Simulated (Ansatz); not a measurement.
Relaxed-ion elastic tensor of AlAs (zinc blende, F-43m) in GPa (Voigt order), PBE in the plane-wave PAW code Ansatz; density 3.60 g/cm³, 23.50 Å³ per atom.

```csv
,1,2,3,4,5,6
1,104,48.9,48.9,0.0,0.0,0.0
2,48.9,104,48.9,0.0,0.0,0.0
3,48.9,48.9,104,0.0,0.0,0.0
4,0.0,0.0,0.0,51.3,0.0,0.0
5,0.0,0.0,0.0,0.0,51.3,0.0
6,0.0,0.0,0.0,0.0,0.0,51.3
```

Is the crystal mechanically stable?

Yes: the smallest eigenvalue of C is 51.3 GPa.

Work out the Voigt, Reuss and Hill averages.

K_V = 67.3, K_R = 67.3, K_H = 67.3; G_V = 41.7, G_R = 38.1, G_H = 39.9 GPa.

Give Young's modulus, Poisson's ratio, Pugh's ratio and the universal anisotropy index.

E = 9KG/(3K + G) = 100.0 GPa; ν = 0.25; K/G = 1.68 (near the Pugh limit of 1.75, no verdict); A_U = 5G_V/G_R + K_V/K_R − 6 = 0.48.

Estimate the sound speeds and the Debye temperature.

v_l = √((K + 4G/3)/ρ) = 5780 m/s, v_t = √(G/ρ) = 3330 m/s, mean 3700 m/s; Θ = (h/k)(3n/4πV)^(1/3) v_m = 384 K.

Give the Zener ratio and Young's modulus along [100], [110] and [111].

A = 2C44/(C11 − C12) = 1.86; 1/E = S11 − 2(S11 − S12 − S44/2)Γ with Γ = 0, 1/4, 1/3 gives 72.6, 105, 123 GPa.

Solve the Christoffel equation for the three sound speeds along [100], [110], [111].

Eigenvalues of C_ijkl n_j n_l equal ρv² (piezoelectric stiffening left out). In km/s, slowest first: [100] 3.77, 3.77, 5.37; [110] 2.76, 3.77, 5.95; [111] 3.14, 3.14, 6.14.

The PBE relaxation kept the symmetry of its start; phonons on a q-mesh show no instability.

Potentials: the later of the program's two PAW sets.
